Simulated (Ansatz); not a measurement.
## Cr: energy along a strain

Cr, Im-3m, a = 2.884 Å (as given, not relaxed at this level: -8.9 GPa). Ansatz: PBE, PAW, 420 eV, Γ-centred 24×24×24 mesh on 1 atom, Gaussian smearing 0.15 eV; no spin polarisation. Cell vectors (Å): -1.442 1.442 1.442; 1.442 -1.442 1.442; 1.442 1.442 -1.442. The cell is strained by x per cent times the pattern (0 0 0 1 0 0) in the order xx yy zz yz xz xy (engineering shears), with fractional coordinates held. y is the free energy over the start, V0 = 11.993 Å³/atom. Symmetry makes y even in x.

```tsv
x (%)	y (meV/atom)
-4.00	?
-2.00	1.29
0.00	0.00
0.50	0.08
1.00	0.32
1.50	0.73
2.50	2.02
3.00	2.91
3.50	3.96
```

Fit y = c2 x² + c4 x⁴ to the other rows, get the stiffness along the pattern, and predict the missing energy.

Least squares on the rows shown. y = 0.3230 x² + 2.628×10⁻⁵ x⁴. The clamped-ion stiffness p·C·p = 2 × 3.230 eV × 160.2 / 11.993 Å³ = 86 GPa, which is C44 in these axes (second derivative at the start, which stands under stress). At x = -4.00 the fit asked for gives 5.17 meV/atom. The run gave 5.16 meV/atom, so the fit is 0.01 meV/atom too high, a small miss on the scale of the series.